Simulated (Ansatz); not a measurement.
LaB₆:
```yaml
crystal:
  lattice:
    - [4.15260, 0.00000, 0.00000]
    - [0.00000, 4.15260, 0.00000]
    - [0.00000, 0.00000, 4.15260]
  atoms:
    - { symbol: La, position: [0.00000, 0.00000, 0.00000] }
    - { symbol: B, position: [0.20003, 0.50000, 0.50000] }
    - { symbol: B, position: [0.50000, 0.20003, 0.50000] }
    - { symbol: B, position: [0.79997, 0.50000, 0.50000] }
    - { symbol: B, position: [0.50000, 0.79997, 0.50000] }
    - { symbol: B, position: [0.50000, 0.50000, 0.20003] }
    - { symbol: B, position: [0.50000, 0.50000, 0.79997] }
```

Relaxed with r²SCAN. Special points in fractions of this cell's reciprocal vectors: Γ (0.000, 0.000, 0.000); X (0.000, 0.500, 0.000); M (0.500, 0.500, 0.000); R (0.500, 0.500, 0.500).

Task: List the band energies nearest the Fermi level at these points for r²SCAN with spin–orbit coupling (plane waves, PAW; program Ansatz).

Result: In eV from the Fermi level; about four levels below and three above (degenerate sets whole), none deeper than 8.9 eV; points with the same levels are listed once.

| k | below | above |
|---|---|---|
| Γ | -2.09 -2.09 -2.09 -2.09 -2.08 -2.08 | 0.15 0.15 0.17 0.17 0.17 0.17 |
| X | -2.62 -2.62 -1.69 -1.69 | 1.53 1.53 1.56 1.56 |
| M | -3.18 -3.18 -3.18 -3.18 | 1.04 1.04 1.12 1.12 |
| R | -2.65 -2.65 -2.65 -2.65 -2.65 -2.65 | 1.53 1.53 1.77 1.77 1.77 1.77 |

Space group Pm-3m. Symmetry was held in the r²SCAN relaxation; of distortions, only those at the zone centre were tested.

Potentials: the later of the program's two PAW sets.
